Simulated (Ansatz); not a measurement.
**Stress against strain in HfRu**

```xyz
2
Lattice="3.2250 0.0000 0.0000 0.0000 3.2250 0.0000 0.0000 0.0000 3.2250" Properties=species:S:1:pos:R:3 pbc="T T T"
Hf    0.0000    0.0000    0.0000
Ru    1.6125    1.6125    1.6125
```

Atoms are numbered in the order listed.

The cell comes from COD entry 1523508, which wasn't checked; take it as a given geometry.

No spin–orbit coupling, which matters for the heavy atoms here.

Level of theory: DFT, PBEsol, all-electron LAPW, scalar-relativistic in Ansatz 0.2.0.

The runs use a Γ-centred 11×11×11 k mesh, Fermi–Dirac smearing of 0.08 eV, basis error target 0.5 meV/atom, no spin polarisation.

The strain is applied along the Cartesian axes of the cell as listed (γ is the engineering shear, twice εxy = εyz = εzx). Fractional coordinates are held (clamped ions).

σ is the change of stress from the unstrained cell, which is at -3.03 GPa; tension is positive, so slopes are stress–strain coefficients at that pressure. In a metal the k mesh adds noise.

Only quantities that a quadratic follows smoothly over the whole series are listed; rougher ones are left out.

```
      γ  σxy (GPa)
-0.0200      -1.70
-0.0100      -0.82
 0.0000       0.00
 0.0200       1.50
```

Q: Fit the series and read off the stiffness at zero strain.

A: Least-squares fits y = p0 + p1 x + p2 x² to the rows give σxy (GPa): p1 = 80, p2 = -250. So C44 (clamped ions) = 80 GPa.

Q: One run, at γ = 0.0100, is withheld. Predict its row.

A: The fits give 0.78; the run gave 0.77.
